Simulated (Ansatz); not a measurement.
Relaxed-ion elastic tensor of Bi2S3 in space group Pnma (No. 62; Pearson symbol oP20) in GPa (Voigt order), PBE+D3(BJ) in the plane-wave PAW code Ansatz; density 7.03 g/cm³, 24.29 Å³ per atom.

```
57.0  26.4  22.8   0.0   0.0   0.0
26.4  91.7  30.0   0.0   0.0   0.0
22.8  30.0  72.4   0.0   0.0   0.0
 0.0   0.0   0.0  35.5   0.0   0.0
 0.0   0.0   0.0   0.0  25.3   0.0
 0.0   0.0   0.0   0.0   0.0  12.3
```

Task: Is the crystal mechanically stable?

Result: Yes: the smallest eigenvalue of C is 12.3 GPa.

Task: Work out the Voigt, Reuss and Hill averages.

Result: K_V = 42.2, K_R = 40.1, K_H = 41.2; G_V = 24.1, G_R = 21.1, G_H = 22.6 GPa.

Task: Give Young's modulus, Poisson's ratio, Pugh's ratio and the universal anisotropy index.

Result: E = 9KG/(3K + G) = 57.3 GPa; ν = 0.27; K/G = 1.82 (near the Pugh limit of 1.75, no verdict); A_U = 5G_V/G_R + K_V/K_R − 6 = 0.76.

Task: Estimate the sound speeds and the Debye temperature.

Result: v_l = √((K + 4G/3)/ρ) = 3180 m/s, v_t = √(G/ρ) = 1790 m/s, mean 1990 m/s; Θ = (h/k)(3n/4πV)^(1/3) v_m = 205 K.

Task: Solve the Christoffel equation for the three sound speeds along x, y, z.

Result: Eigenvalues of C_ijkl n_j n_l equal ρv². In km/s, slowest first: x 1.32, 1.90, 2.85; y 1.32, 2.25, 3.61; z 1.90, 2.25, 3.21.

Task: How much does each axis shrink under pressure?

Result: Linear compressibilities β_i = Σ_j S_ij (j = 1 to 3): x 12, y 4.8, z 8.0 per TPa.

Symmetry was held in the PBE+D3(BJ) relaxation. Scalar-relativistic: spin–orbit coupling is off unless named, which matters more the heavier the elements.

Potentials: the later of the program's two PAW sets.
